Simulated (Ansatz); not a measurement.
The relaxed structure here is a generated cell of Bi: the first start was made by placing the elements on the sites of a structure type, and the end was not matched to a known phase here, so it may be hypothetical. Known forms of Bi include space group No. 166.

One starting cell of Bi (a generated trial cell of Bi in the lonsdaleite structure type) was relaxed twice with Ansatz (plane waves, PAW, scalar-relativistic): with r2SCAN at 500 eV and with PBE at 420 eV. The r2SCAN result:

```cif
data_Bi4
_chemical_formula_sum 'Bi4'
_space_group_name_H-M_alt 'P 1'
_space_group_IT_number 1
_cell_length_a 5.41043
_cell_length_b 5.41043
_cell_length_c 7.09889
_cell_angle_alpha 90.000
_cell_angle_beta 90.000
_cell_angle_gamma 120.000
loop_
_space_group_symop_operation_xyz
  'x, y, z'
loop_
_atom_site_label
_atom_site_type_symbol
_atom_site_fract_x
_atom_site_fract_y
_atom_site_fract_z
_atom_site_occupancy
Bi1 Bi 0.33333 0.66667 0.03617 1
Bi2 Bi 0.66667 0.33333 0.53617 1
Bi3 Bi 0.66667 0.33333 0.96383 1
Bi4 Bi 0.33333 0.66667 0.46383 1
```

```csv
quantity,r2SCAN,PBE
space group,P6₃/mmc,P6₃/mmc
volume (Å³/atom),44.99,___
a (Å),5.410,___
c (Å),7.099,___
"gap (eV, no spin-orbit coupling)",0.00,___
```

Task: Fill in the PBE column.

Result: 
- volume (Å³/atom), PBE: 46.11
- a (Å), PBE: 5.436
- c (Å), PBE: 7.207
- gap (eV, no spin-orbit coupling), PBE: 0.00

Both levels end in the same structure; PBE's volume is 2.5 % larger. Neither column is exact.

No spin polarisation in the result. Without spin-orbit coupling the bands of the heavy element are not split, so the gap can be far off.

The run could not lose the symmetry of its start: the end is stationary, and may be a saddle point rather than a minimum.

Ansatz is a first-principles code.
